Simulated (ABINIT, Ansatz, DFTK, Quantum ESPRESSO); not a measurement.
# One calculation of MoSe, 4 ways

```
Mo Se
1.0
     0.00000    2.89288    2.89288
     2.89288    0.00000    2.89288
     2.89288    2.89288    0.00000
Mo Se
1 1
Direct
  0.00000 0.00000 0.00000
  0.50000 0.50000 0.50000
```

The cell comes from a database or a generator and needn't be the stable form of this composition.

Alike in all runs: task single point; functional PBE; k mesh 8 × 8 × 8; occupations fermi-dirac, width 0.05 eV; no spin polarisation; no spin-orbit coupling. A missing gap at this level doesn't show that the real crystal is a metal. Pressure is positive in compression and, in plane waves, holds the error of the finite cutoff, which Ansatz's Pulay term estimates and takes out.

```csv
program and potentials,plane-wave cutoff (eV),notes,band gap (eV),pressure (GPa)
"Ansatz, Ansatz PAW (earlier soft set)",420,15 valence electrons an atom on average,no gap,-20.33
"ABINIT, JTH PAW PBE v2.0",408,10 valence electrons an atom on average,no gap,-20.28
"Quantum ESPRESSO, SSSP 1.3 efficiency PBE",816,10 valence electrons an atom on average,no gap,-20.43
"DFTK, PseudoDojo SR PBE 0.4.1 standard (PBE)",1170,15 valence electrons an atom on average,?,?
```

Question: Estimate from the other rows what the run with DFTK, PseudoDojo SR PBE 0.4.1 standard (PBE) gave.

Answer: No band gap; pressure -20.31 GPa. The other rows, which needn't bracket it: pressure -20.43 to -20.28.
